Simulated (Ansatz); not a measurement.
Relaxed AlRu (CsCl type):

```
CELL_PARAMETERS angstrom
      6.00740     0.00000     0.00000
      0.00000     3.00370     0.00000
      0.00000     0.00000     3.00370
ATOMIC_POSITIONS crystal
  Al 0.00000 0.00000 0.00000
  Al 0.50000 0.00000 0.00000
  Ru 0.25000 0.50000 0.50000
  Ru 0.75000 0.50000 0.50000
```

In each cell atom 4 (Ru, nearest neighbour Al at 2.601 Å; its periodic images, 3.0 Å or more away, move with it) moves by s·(0.000, 0.000, 1.000) (along Cartesian z), the rest being held.

Computed with PBE (plane waves to 420 eV, PAW, scalar-relativistic; Ansatz, a first-principles code). k mesh 6×12×12 (Γ-centred), Fermi-Dirac smearing 0.05 eV. With partly filled bands, energies and forces of such displacements shift with the k mesh and the smearing. F∥ is the force on the atom along that direction. AlRu is run without spin polarisation. AlRu was relaxed with its symmetry unable to fall. 

```tsv
s (Å)	F∥ (eV/Å)
-0.780	4.710
-0.624	4.260
-0.468	3.467
-0.312	2.494
-0.156	1.288
0.000	0.000
0.156	-1.288
0.312	-2.494
0.468	-3.467
0.624	-4.260
0.780	-4.710
```

Question: What is the force constant k = d²E/ds² of this move at s = 0?

Answer: 8.34 eV/Å². The forces along the line at the two nearest points give (1.288 − (-1.288)) / (2·0.156) = 8.26 eV/Å²; the next pair corrects for the finite step.

(For displaced atoms, the force is minus the slope of the energy, and its curvature is a force constant, which sets phonon frequencies.)
